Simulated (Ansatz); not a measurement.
According to DFT-r²SCAN in the program Ansatz with PAW potentials, Si3N4 in the hexagonal phase (P6_3/m; Si on 6h, N on 2d, N on 6h) relaxes to a = 7.606 Å, c = 2.906 Å. Si has 4 nearest neighbours from 1.73 Å (tetrahedral); N on 2d has 3 nearest neighbours from 1.73 Å (trigonal planar); N on 6h has 3 nearest neighbours from 1.73 Å (trigonal planar). Its formation energy from the elements is -1.27 eV/atom, with no fitted shifts.

The Kohn–Sham gap is 4.99 eV (indirect). The valence maximum lies on the Γ–A line, 33 % of the way from Γ and the conduction minimum at Γ. The screened hybrid HSE06 puts the gap at 5.77 eV. Electrons at the band edge weigh 0.22, 1.4, 1.4 mₑ (principal values). The hole mass is 0.83, 0.83, 1.7 mₑ (principal values).

The bulk modulus is 254 GPa. The relaxed-ion elastic constants in GPa are C11 = 438, C12 = 198, C13 = 114, C33 = 570, C44 = 109. The elastic constants imply a Debye temperature near 973 K. Perturbation theory gives ε∞ = 3.98 (xx = yy), 4.06 (zz). Letting the ions move raises it to ε0 = 7.71 (xx = yy), 7.72 (zz). Born charges are Si +3.37, N -2.55 to -2.52 e. The phonon dispersion is stable (no imaginary branch). Without the LO–TO term the highest mode at Γ lies at 1069 cm⁻¹. Bader charges are Si +3.21, N -2.41 to -2.40 e.

Symmetry was held in the r²SCAN relaxation. The references are the lowest solids computed at this level, not always the standard phases (solids in place of the gases).

Potentials: the earlier of the program's two PAW sets.
